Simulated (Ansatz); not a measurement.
Level: PBE, no spin polarisation; 420 eV; 6×6×6 Γ-centred mesh; methfessel-paxton occupations (width 0.028 eV); Ansatz 0.2.0, fixed geometry.

Computed maps in the lattice plane spanned by a (left to right, 5.88 Å, 18 points from zero) and b (bottom to top, 5.88 Å, 18 points from zero), 100° apart, at height 0.000 along c. The fields are smooth PAW ones with compensation charges, not the true ones near nuclei.

Valence density. Digits on a logarithmic scale: 0 up to 0.03 e/Å³, each further digit a factor of 1.6, 9 from 1.3 e/Å³ up:
```
999779999954445799
997679999744445689
765557986544445567
554444544444344555
443333334454444444
333333346776543444
333333479998644444
543334699999754445
985434799899744579
997444799999644699
997444689997434899
996444567764335999
975444444443334799
765544444333334577
776554444433334567
998655677533334579
999767999843345699
999779999953345799
```

ELF. Ten even steps from '0' (0.00) to '9' (0.85):
```
003437206611355320
234316766313455432
345303652124556543
555310100122346655
444321100111124555
322332115875113543
001231179999512431
100121598479712211
641111794049811136
673111797489500266
173111499997100560
461121147751111672
631342111111210367
224564211123321013
444553111112333334
223441133101245543
002423677400245430
002426416610345320
```

The cell is SrLi₂Ti₄Sn. Which atoms lie within 0.2 Å of this plane, and where (fractions of a and b)?

Sn at (0.00, 0.00), Sr at (0.50, 0.50), Ti at (0.96, 0.38), Ti at (0.38, 0.96). The whole cell:
```
Sn Sr Li Ti
1.0
    -3.18443    3.18443    3.78650
     3.18443   -3.18443    3.78650
     3.18443    3.18443   -3.78650
Sn Sr Li Ti
1 1 2 4
Direct
  0.00000 0.00000 0.00000
  0.50000 0.50000 0.00000
  0.25000 0.75000 0.50000
  0.75000 0.25000 0.50000
  0.03526 0.03526 0.41320
  0.96474 0.37794 0.00000
  0.62206 0.62206 0.58680
  0.37794 0.96474 0.00000
```

Origin: a known structure type with other elements, at an estimated volume, so it need not be a known compound. Caveats: many states at the Fermi level without spin polarisation, so a magnetic state may lie lower; atoms or cell far from equilibrium.
